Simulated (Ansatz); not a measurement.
Starting cell, AgCl (rock salt):

```yaml
crystal:
  lattice:
    - [0.00000, 5.61150, 5.61150]
    - [2.80575, 0.00000, 2.80575]
    - [2.80575, 2.80575, 0.00000]
  atoms:
    - { symbol: Cl, position: [0.00000, 0.00000, 0.00000] }
    - { symbol: Cl, position: [0.50000, 0.00000, 0.00000] }
    - { symbol: Ag, position: [0.25000, 0.50000, 0.50000] }
    - { symbol: Ag, position: [0.75000, 0.50000, 0.50000] }
```

In this cell atom 1 (Cl, nearest neighbour Ag at 2.806 Å; its periodic images, 4.0 Å or more away, move with it) is moved by s along Cartesian z, unit vector (0.000, 0.000, 1.000); all other atoms and the cell stay fixed.

Computed with PBE (plane waves to 420 eV, PAW, scalar-relativistic; Ansatz, a quantum-chemistry and plane-wave program). k mesh 4×8×8 (Γ-centred), Fermi-Dirac smearing 0.05 eV. Energies are smeared free energies. AgCl was relaxed with its symmetry unable to fall. The zero of ΔE is the undisplaced structure.

Successive frames, forces in eV/Å:

```json
[
 {"frame": "s = -0.224 Å", "ΔE (meV/cell)": "33.1", "F on Cl1": "(-0.152, 0.152, 0.342)", "F on Cl2": "(0.157, -0.157, -0.063)", "F on Ag3": "(0.007, -0.007, -0.028)", "F on Ag4": "(-0.012, 0.012, -0.251)"},
 {"frame": "s = -0.168 Å", "ΔE (meV/cell)": "17.4", "F on Cl1": "(-0.115, 0.115, 0.226)", "F on Cl2": "(0.117, -0.117, -0.048)", "F on Ag3": "(0.004, -0.004, -0.029)", "F on Ag4": "(-0.006, 0.006, -0.149)"},
 {"frame": "s = -0.112 Å", "ΔE (meV/cell)": "7.3", "F on Cl1": "(-0.077, 0.077, 0.136)", "F on Cl2": "(0.077, -0.077, -0.032)", "F on Ag3": "(0.002, -0.002, -0.026)", "F on Ag4": "(-0.003, 0.003, -0.078)"}
]
```

Task: What are the energy and the forces in the next frame, s = -0.056 Å?

Result: ΔE (meV/cell) = 1.8.

```
atom      Fx      Fy      Fz
----  ------  ------  ------
Cl1   -0.038   0.038   0.064
Cl2    0.038  -0.038  -0.016
Ag3    0.001  -0.001  -0.018
Ag4   -0.001   0.001  -0.030
```

(A displaced cell: forces are minus the slopes of the energy, force constants its curvatures, and phonons follow from these.)
